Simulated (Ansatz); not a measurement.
Input:

Sn2Au (cubic Laves (MgCu2 type), Fd-3m), a = 8.443 Å, b = 8.443 Å, c = 8.443 Å, α = 90.00°, β = 90.00°, γ = 90.00°; the cell used has 6 atoms.

This is the PBEsol-relaxed structure.

### Question
All from DFT-PBEsol in the program Ansatz with PAW potentials, unless another level is named. Estimate the highest zone-centre frequency.

### Answer
239 cm⁻¹.

### Question
And the bulk modulus (Birch–Murnaghan fit)?

### Answer
59.6 GPa.

A made-up cell: these elements were put on the sites of a structure type; neither database checked (COD, Materials Project) lists it. COD files the formula under space group No. 61. Whether it is the stable phase at ambient conditions was not checked. The cell was relaxed with PBEsol under the symmetry of its start. At this level the phase is dynamically unstable (imaginary phonons). As this level gives no gap, phonon frequencies hold no LO–TO term and depend on the k-mesh and smearing (Fermi–Dirac, 0.1 eV here). Scalar-relativistic: spin–orbit coupling is off unless named, which matters more the heavier the elements.

Potentials: the earlier of the program's two PAW sets. The files were generated under PBE; for other functionals the program regenerates the frozen cores, and for LDA and PBEsol the local potential too.
